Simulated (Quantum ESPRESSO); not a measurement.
```xyz
4
Lattice="3.7850 0.0000 0.0000 0.0000 3.7850 0.0000 0.0000 0.0000 15.3000" Properties=species:S:1:pos:R:3 pbc="T T T"
O      0.0000     1.8925     0.0000
O      1.8925     0.0000     0.0000
Sn     0.0000     0.0000     1.1712
Sn     1.8925     1.8925    -1.1712
```

The layer was cut from Materials Project entry mp-2097 and relaxed with PBEsol in a cell 15.3 Å high, with the Coulomb interaction truncated along z.

**Question.** What does norm-conserving PBE (stringent potentials; Quantum ESPRESSO, 102 Ry, without SOC) give for the electronic structure near the Fermi level?

**Answer.** The PBE gap is indirect, 3.08 eV, from 64 % of the way from M to Γ to 27 % of the way from M to Γ; the smallest direct gap is 3.32 eV. Another valence extremum on the path lies within 0.02 eV, too close to call. The valence-band maximum lies 5.43 eV below the vacuum level. Spin-orbit splittings are left out.

This is a model layer cut from the bulk structure; whether it is stable on its own was not checked.
